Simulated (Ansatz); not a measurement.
# Computed properties of La₃GaN₄ (ordering on wurtzite)

All numbers come from the PAW code Ansatz. The cell comes from a prototype generator: it can be a known phase or a hypothetical one. No magnetic order is allowed.

La₃GaN₄, ordered on the wurtzite lattice (P3m1) with 8 atoms a cell, relaxed with r2SCAN. The symmetry is P3m1 (No. 156, trigonal); conventional cell a = 3.898 Å, c = 11.941 Å, 19.64 Å³ an atom. Ga is surrounded by 4 N at 1.88–2.28 Å; La is surrounded by 4 N at 2.38–2.48 Å; La is surrounded by 4 N at 2.34–2.51 Å; La is surrounded by 4 N at 2.39–2.48 Å; N is surrounded by 1 Ga at 1.88 Å and 3 La at 2.34 Å; N is surrounded by 4 La at 2.39–2.48 Å; N is surrounded by 4 La at 2.38–2.51 Å; N is surrounded by 3 Ga at 2.28 Å and 1 La at 2.48 Å.

```xyz
8
Lattice="3.8977 0.0000 0.0000 -1.9489 3.3755 0.0000 0.0000 0.0000 11.9407" Properties=species:S:1:pos:R:3 pbc="T T T"
Ga    0.0000    2.2504    0.0821
La    0.0000    2.2504    5.8793
La    1.9489    1.1252    2.5969
La    1.9489    1.1252    9.1615
N     0.0000    2.2504    1.9641
N     0.0000    2.2504    8.3546
N     1.9489    1.1252    5.1025
N     1.9489    1.1252   11.6367
```

Relaxed lattice by functional, symmetry kept:
```tsv
functional	k mesh	a (Å)	c (Å)	volume (Å³/atom)
PBE	6×6×2	3.931	11.875	19.87
r2SCAN	12×12×2	3.898	11.941	19.64
```

Band edges at fixed r2SCAN geometry:

| level | k mesh | gap (eV) | kind | edges | least direct gap (eV) | rough cost |
| --- | --- | --- | --- | --- | --- | --- |
| PBE | 12×12×2 | none (overlap 0.13) | – | – | – | 18 core-seconds |
| PBE+SOC | 12×12×2 | none (overlap 0.17) | – | – | – | 100 core-seconds |
| r2SCAN | 12×12×2 | none (overlap 0.01) | – | – | – | 20 core-seconds |
| HSE06 | 6×6×2 | 0.53 | indirect | H → Γ | 1.59 | 6 core-minutes |

All runs use a smearing of 0.02 eV.
Wave cutoffs: 420 eV, 500 eV (r2SCAN).
Costs come from shared machines and give only the order; PBE's includes the band path. The runs had 4 threads of AMD EPYC 9B45 (Zen 5), with other jobs on the host.

HSE06 gives an indirect gap of 0.53 eV, from H to Γ; the least direct gap is 1.59 eV at K–Γ (0.90 of the way from K). PBE+SOC gives no gap: the lowest nominally empty band dips 0.17 eV below the top of the last filled one (its bottom at Γ, the top at H), so the cell is a metal or semimetal at this level.

The levels disagree on the kind of gap: indirect with HSE06; no gap with PBE, PBE+SOC, r2SCAN.

Only the levels marked +SOC include spin-orbit coupling.

The meshes of the hybrids are coarse, so their gaps aren't converged to the digits shown.
